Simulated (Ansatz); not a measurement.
Question: C in space group P6_3/mmc (No. 194; Pearson symbol hP36) is relaxed with the program Ansatz at the r²SCAN level (PAW). What lattice parameters of the conventional cell result?

Answer: a = 2.516 Å, c = 37.059 Å.

Question: Give the free coordinates with the occupied sites.

Answer: In one choice of origin and axes:

| atom | site | symmetry | x | y | z |
|---|---|---|---|---|---|
| C | 4e | 3m. | 0.0000 | 0.0000 | 0.2289 |
| C | 4f | 3m. | 0.6667 | 0.3333 | 0.2149 |
| C | 4f | 3m. | 0.6667 | 0.3333 | 0.1733 |
| C | 4f | 3m. | 0.3333 | 0.6667 | 0.1595 |
| C | 4f | 3m. | 0.3333 | 0.6667 | 0.1179 |
| C | 4e | 3m. | 0.0000 | 0.0000 | 0.1040 |
| C | 4e | 3m. | 0.0000 | 0.0000 | 0.0624 |
| C | 4f | 3m. | 0.6667 | 0.3333 | 0.0485 |
| C | 4f | 3m. | 0.6667 | 0.3333 | 0.0069 |

Question: Is it a metal or does it have a gap at this level?

Answer: A gap of 4.46 eV, indirect.

The start of the workflow was typed in or built on a structure type. Its sites differ from those of the usual phase in this space group: another stacking or structure type. The cell was relaxed with r²SCAN under the symmetry of its start; its stability against distortions is not shown here.

Potentials: the later of the program's two PAW sets.
